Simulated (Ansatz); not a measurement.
## Ga₃As₂P (I-4m2) at 2 levels of theory

One geometry, relaxed with PBE; plane waves with PAW potentials in Ansatz, scalar-relativistic. No spin polarisation. Gaps are the least over mesh and band path; pressure is positive in compression.

```xyz
6
Lattice="-2.0016 2.0016 8.5041 2.0016 -2.0016 8.5041 2.0016 2.0016 -8.5041" Properties=species:S:1:pos:R:3 pbc="T T T"
Ga    0.0000    0.0000   14.1046
Ga    0.0000    0.0000    8.5041
Ga    0.0000    0.0000    2.9037
P     2.0016    0.0000    4.2521
As    0.0000    2.0016    1.4512
As    0.0000    2.0016    7.0529
```

```
level  cutoff (eV)    k mesh  gap (eV)  pressure (GPa)
  PBE          420  12×12×12      0.58             0.0
```

Problem. What comes out on the same cell with LDA?

Solution.
```csv
level,cutoff (eV),k mesh,gap (eV),pressure (GPa)
LDA,420,12×12×12,0.36,-4.8
```

The cell was found from a structure generator's guess, not taken from experiment.
